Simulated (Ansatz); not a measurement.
MoSe$_{2}$ (2H-MoS2 type, space group P6_3/mmc)

```
MoSe2
1.0
    3.27700     0.00000     0.00000
   -1.63850     2.83796     0.00000
    0.00000     0.00000    12.73101
Mo Se
2 4
Direct
  0.33333   0.66667   0.25000
  0.66667   0.33333   0.75000
  0.33333   0.66667   0.61852
  0.66667   0.33333   0.11852
  0.66667   0.33333   0.38148
  0.33333   0.66667   0.88148
```

Equation-of-state scan: isotropic scaling of the cell above, V₀ being its volume. The atoms relax within the cell's symmetry.

Computed with PBE-D3(BJ) (plane waves to 420 eV, PAW, scalar-relativistic; Ansatz, a program for electronic structure). k mesh 12×12×3 (Γ-centred), Fermi-Dirac smearing 0.05 eV. Energies are smeared free energies. Compression counts positive. With the shape held, the modulus is that of even scaling; a crystal free to change shape is softer. MoSe2 is run without spin polarisation. MoSe2 was relaxed with its symmetry unable to fall. The PAW data are Ansatz's earlier set. The zero of ΔE is the relaxed starting cell.

```
V (Å³/atom)  ΔE (meV/atom)
-----------  -------------
17.760                47.9
18.253                25.5
18.746            withheld
19.240                 2.5
19.733                 0.0
20.226                 2.4
20.720                 8.9
21.213                19.2
21.706                32.7
```

Task: Fit a third-order Birch-Murnaghan form (E₀, V₀, B₀, B₀′ free) to the given rows and predict ΔE at V = 18.746.

Result: Least squares on the 8 given rows: ΔE = E₀ + (9V₀B₀/16)·y²·[2 + (B₀′ − 4)y], y = (V₀/V)^(2/3) − 1, with V₀ = 19.730 Å³/atom, B₀ = 63.67 GPa (160.2 GPa = 1 eV/Å³; the term in eV is multiplied by 1000), B₀′ = 4.80, E₀ = -0.02 meV/atom; root-mean-square residual 0.04 meV/atom. At 18.746 the fit gives 10.7 meV/atom; the calculation gives 10.7 meV/atom, the same to the digits shown. For the pressure the fit gives 3.7 GPa against the computed 3.7 GPa.

(A scan under strain: stresses follow from slopes of the energy per volume, elastic moduli from its curvatures.)
